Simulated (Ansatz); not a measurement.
LiC$_{6}$:
```
CELL_PARAMETERS angstrom
      1.24888    -6.46093     0.00000
      1.24888     6.46093     0.00000
      0.00000     0.00000     3.56161
ATOMIC_POSITIONS crystal
  C  0.94321 0.05679 0.00000
  C  0.38724 0.61276 0.00000
  C  0.61276 0.38724 0.00000
  C  0.05679 0.94321 0.00000
  C  0.27709 0.72291 0.00000
  C  0.72291 0.27709 0.00000
  Li 0.50000 0.50000 0.50000
```

Relaxed with PBEsol.

Decompose the optical modes at the zone centre into irreducible representations, and say which are infrared and Raman allowed.

Point group mmm: Γ_opt = 3Ag + 3B1g + 3B1u + 3B2u + 3B3g + 3B3u. Infrared: B1u, B2u, B3u. Raman: Ag, B1g, B3g.

Assign frequencies (DFPT, plane-wave PAW PBEsol (Ansatz code)).

B2u 233, B3u 243, B1u 248, B3g 286, B1u 494, B1g 535, B3u 544, B3g 634, B1u 675, B3g 785, Ag 933, B2u 971, B3u 1310, B1g 1333, Ag 1369, B1g 1397, Ag 1436, B2u 1474 cm⁻¹.

Subscripts of B labels follow the axes of the standard setting.

Space group Cmmm. The start of the workflow was typed in or built on a structure type; neither database checked (COD, Materials Project) lists it. Whether it is the stable phase at ambient conditions was not checked. The PBEsol relaxation kept the symmetry of its start; of distortions, only those at the zone centre were tested. As this level gives no gap, phonon frequencies hold no LO–TO term and depend on the k-mesh and smearing (Fermi–Dirac, 0.1 eV here).

Potentials: the later of the program's two PAW sets.
